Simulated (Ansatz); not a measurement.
Space group Fm-3m (No. 225). a = 9.700 Å, b = 9.700 Å, c = 9.700 Å, α = 90.00°, β = 90.00°, γ = 90.00°
```
atom site symmetry x y z
  Cs    8c      -43m  0.2500  0.2500  0.7500
  In    4b m-3m  0.5000  0.0000  0.0000
  Bi    4a m-3m  0.0000  0.0000  0.0000
   F   24e      4m.m  0.2331  0.0000  0.0000
```

Equation of state of this Cs₂InBiF₆ structure (not necessarily the ground state), with shape and atoms relaxed at each volume where symmetry leaves them free. These are results of DFT r2SCAN, scalar-relativistic, plane waves, PAW in Ansatz, not measurements.

Cutoff 500 eV; k points 6×6×6 on the computed 10-atom cell (Γ-centred); Gaussian smearing, width 0.02 eV; no spin polarisation.

```json
{"V (Å³/atom)": "21.450", "E − E(largest V) (meV/atom)": "2.39", "P (GPa)": "2.39", "gap on mesh (eV)": "1.92"}
{"V (Å³/atom)": "22.135", "E − E(largest V) (meV/atom)": "-4.95", "P (GPa)": "1.08", "gap on mesh (eV)": "2.15"}
{"V (Å³/atom)": "22.819", "E − E(largest V) (meV/atom)": "-7.21", "P (GPa)": "0.01", "gap on mesh (eV)": "2.36"}
{"V (Å³/atom)": "23.504", "E − E(largest V) (meV/atom)": "-5.32", "P (GPa)": "-0.87", "gap on mesh (eV)": "2.55"}
{"V (Å³/atom)": "24.189", "E − E(largest V) (meV/atom)": "0.00", "P (GPa)": "-1.59", "gap on mesh (eV)": "2.73"}
```

**Question.** Fit a third-order Birch–Murnaghan equation to E(V).

**Answer.** V0 = 22.83 Å³/atom, B0 = 32 GPa, B0' = 5.6.

Spin-orbit coupling is left out, which matters for the bands of heavy elements.

Cost: 5 runs of about 16 core-minutes in all, on AMD EPYC (Zen 3) (shared hosts).